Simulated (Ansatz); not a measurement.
Mo$_{2}$C:
```xyz
3
Lattice="3.0500 0.0000 0.0000 -1.5250 2.6414 0.0000 0.0000 0.0000 4.6496" Properties=species:S:1:pos:R:3 pbc="T T T"
Mo     0.0000     1.7609     1.1603
Mo     1.5250     0.8805     3.4893
C      0.0000     0.0000     2.3248
```

Relaxed with r²SCAN. Special points in fractions of this cell's reciprocal vectors: Γ (0.000, 0.000, 0.000); M (0.500, 0.000, 0.000); K (0.333, 0.333, 0.000); A (0.000, 0.000, 0.500); L (0.500, 0.000, 0.500); H (0.333, 0.333, 0.500).

Question: List the band energies nearest the Fermi level at these points for DFT-r²SCAN in the program Ansatz with PAW potentials.

Answer: In eV from the Fermi level; about four levels below and three above (degenerate sets whole), none deeper than 8.9 eV; points with the same levels are listed once.

```json
[
 {"k": "Γ", "below": "-1.33 -1.33 -1.14 -1.14", "above": "0.55 0.55 2.05"},
 {"k": "M", "below": "-5.44 -5.05 -2.93 -1.43", "above": "1.22 1.98 2.52"},
 {"k": "K", "below": "-5.02 -3.94 -3.27 -3.27", "above": "1.54 1.54 1.88"},
 {"k": "A", "below": "-2.84 -2.27 -2.16 -2.16", "above": "0.67 0.67 1.35 1.35"},
 {"k": "L", "below": "-3.78 -2.06 -1.71 -0.50", "above": "0.62 1.60 2.11"},
 {"k": "H", "below": "-2.79 -2.36 -2.36 -0.52", "above": "0.47 0.47 3.31 3.31"}
]
```

Space group P-3m1. The workflow started from a Materials Project entry (that database holds measured and hypothetical structures alike); the Crystallography Open Database copy checked does not list it. COD files the formula under space group No. 60, so this cell is another polymorph or a model. Whether it is the stable phase at ambient conditions was not checked. The cell was relaxed with r²SCAN under the symmetry of its start; of distortions, only those at the zone centre were tested. No spin polarisation was allowed. Spin–orbit coupling is left out wherever it is not named.

Potentials: the later of the program's two PAW sets.
